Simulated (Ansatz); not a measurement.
Total density of states per atom from PBE (plane waves, PAW; program Ansatz), in 0.25 eV bins, energy from the Fermi level:

(E (eV), states/eV/atom): (-7.85, 0.00); (-7.60, 0.00); (-7.35, 0.00); (-7.10, 0.00); (-6.85, 0.00); (-6.60, 0.08); (-6.35, 0.20); (-6.10, 0.78); (-5.85, 0.61); (-5.60, 0.50); (-5.35, 0.41); (-5.10, 0.32); (-4.85, 0.24); (-4.60, 0.18); (-4.35, 0.14); (-4.10, 0.12); (-3.85, 0.11); (-3.60, 0.09); (-3.35, 0.37); (-3.10, 0.80); (-2.85, 0.66); (-2.60, 0.87); (-2.35, 0.93); (-2.10, 0.96); (-1.85, 0.77); (-1.60, 0.66); (-1.35, 0.70); (-1.10, 0.53); (-0.85, 0.43); (-0.60, 0.37); (-0.35, 0.15); (-0.10, 0.02); (0.15, 0.01); (0.40, 0.05); (0.65, 0.14); (0.90, 0.22); (1.15, 0.29); (1.40, 0.47); (1.65, 0.76); (1.90, 0.81); (2.15, 0.69); (2.40, 0.68); (2.65, 0.38); (2.90, 0.42); (3.15, 0.51); (3.40, 0.59); (3.65, 0.89); (3.90, 0.95); (4.15, 0.74); (4.40, 0.73); (4.65, 0.90)

Question: Which of these materials gives this?
(A) InGaSbAs, Pmm2 (In on 1a, As on 1b, Ga on 1d, Sb on 1c)
(B) NbAs, I4_1md (Nb on 4a, As on 4a)
(C) GaAs, zinc blende
(D) InP, zinc blende

Answer: A, InGaSbAs, Pmm2 (In on 1a, As on 1b, Ga on 1d, Sb on 1c). Within 0.5 eV of the Fermi level: Sb 5p 45 %, As 4p 24 %, In 5p 13 %, Ga 4p 7 %. Projections are on Löwdin-orthogonalised atomic valence shells; empty p or d shells of many metals are not among them.

The start of the workflow was typed in or built on a structure type; neither database checked (COD, Materials Project) lists it. Whether it is the stable phase at ambient conditions was not checked. The PBE relaxation kept the symmetry of its start; its stability against distortions is not shown here. Scalar-relativistic: spin–orbit coupling is off unless named, which matters more the heavier the elements.

Potentials: the earlier of the program's two PAW sets.
